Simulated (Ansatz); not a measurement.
# Rb (diamond type) under strong compression

```
Rb
1.0
     0.00000    4.91080    4.91080
     4.91080    0.00000    4.91080
     4.91080    4.91080    0.00000
Rb
2
Cartesian
  -1.2277 -1.2277 -1.2277
  1.2277 1.2277 1.2277
```

The cell comes from a relaxation on PAW files under the same functional, begun from a prototype that needn't be the stable phase.

Its volume is scaled at fixed shape and fractional positions.

Level of theory: DFT with LDA, scalar-relativistic, in Ansatz 0.2.0; a Γ-centred 7×7×7 k mesh, Fermi–Dirac smearing of 0.08 eV, no spin polarisation. LAPW: all electrons, basis error target 1 meV/atom; PAW: frozen-core files, cutoff 420 eV; crystal datasets: all electrons, by PAW datasets that the program makes for each cell; norm-conserving: pseudopotentials, cutoff 571 eV; PAW (cutoff 300 eV): frozen-core files, cutoff 300 eV.

Energies are extrapolated to zero smearing and count from the unscaled cell; pressure is positive in compression; gaps take the mesh and a band path. No temperature or zero-point motion is included.

The PAW files were made under PBE.

```tsv
V/V0	V (Å³/atom)	P LAPW (GPa)	ΔE LAPW (eV/atom)	P PAW − LAPW (GPa)	ΔE PAW − LAPW (meV/atom)
1.00	118.43	0.01	0.000	0.00	0.0
0.95	112.51	0.08	0.002	0.00	0.0
0.85	100.66	0.28	0.016	0.00	0.0
0.75	88.82	0.58	0.047	0.00	0.0
0.65	76.98	1.04	?	0.00	0.0
0.55	65.14	?	0.209	0.00	0.0
0.45	53.29	3.08	0.382	0.00	0.0
0.40	47.37	4.32	0.517	0.00	0.0
```

**Question.** Fill in "P LAPW (GPa)" for the row "0.55".

**Answer.** 1.76.

**Question.** Fill in "ΔE LAPW (eV/atom)" for the row "0.65".

**Answer.** 0.106.

**Question.** Fit the Vinet equation to the LAPW pressures over the whole range, with residuals weighted by 1/(|P| + 0.03·Pmax).

**Answer.** V0 = 119.61 Å³/atom, B0 = 1.24 GPa and B0′ = 3.08, and the fit misses no point by more than 0.14 GPa. A fit over so wide a range pins B0 less well than one near rest.

**Question.** At the smallest volume, how far do crystal datasets and norm-conserving and PAW (cutoff 300 eV) lie from LAPW in pressure?

**Answer.** crystal datasets: 0.00 GPa; norm-conserving: +0.01 GPa; PAW (cutoff 300 eV): 0.00 GPa, on a LAPW pressure of 4.32 GPa.
